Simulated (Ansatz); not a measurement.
## RbBC4N4 — Rb-85 NMR of the central transition

Cell: a refined structure from the COD (listed for 566 K) whose atoms were relaxed with PBE, the cell held.

Space group I4_1/a:1 (No. 88); a = 7.1354, c = 14.8197 Å.

| site | Wyckoff | site symmetry | x | y | z |
| --- | --- | --- | --- | --- | --- |
| Rb | 4a | -4.. | 0.0000 | 0.5000 | 0.2500 |
| B | 4b | -4.. | 0.5000 | 0.0000 | 0.2500 |
| C | 16f | 1 | 0.6501 | 0.1049 | 0.1894 |
| N | 16f | 1 | 0.7618 | 0.1837 | 0.1468 |

One atom of each set is listed; the run and its k-mesh use a cell of 20 atoms with edges of 8.96, 8.96, 8.96 Å.

Computed with Ansatz: DFT, r2SCAN, plane waves and PAW, scalar-relativistic, 500 eV cutoff, Γ-centred 6×6×6 k-points, Fermi–Dirac smearing 0.05 eV.

Rb-85 has I = 5/2 and Q = 276.0 mb (Pyykkö 2018); at 11.7 T its Larmor frequency is ν₀ = 48.3 MHz. Only the quadrupole interaction is simulated: positions count from each site's isotropic chemical shift, and J coupling is left out, as are shift anisotropy and dipolar coupling, which fast spinning averages.

Question: What does the Rb-85 spectrum (fast magic-angle spinning) show for each site?

Answer: 

| site | first shell | C_Q (MHz) | η | P_Q (MHz) | δ_QIS (ppm) | breadth (kHz) |
| --- | --- | --- | --- | --- | --- | --- |
| Rb | 8 N at 3.06–3.21 Å | -12.8 | 0.00 | 12.8 | -422 | 43.7 |

δ_QIS = −(ν_Q²/30ν₀²)[I(I+1) − 3/4](1 + η²/3) × 10⁶ ppm with ν_Q = 3|C_Q|/[2I(2I−1)]; it falls as 1/B₀² in ppm, and the breadth as 1/B₀ in kHz.

The broadest static pattern spans 106 kHz. The table holds for spinning faster than that; slower spinning leaves sidebands.

An axis of threefold or higher order runs through Rb, so V_zz lies along it and η is zero.

The largest force is 0.9 eV/Å, so the atoms aren't at the calculated equilibrium and relaxing them would move these values. Without spin–orbit coupling (the program notes it for Rb) the gradients are little affected as a rule: paired runs on crystals with a gap mostly move them by under 2 % at such atoms. The database entry as given showed forces above 3 eV/Å or a pressure above 30 GPa, though relaxing it moves no atom far.
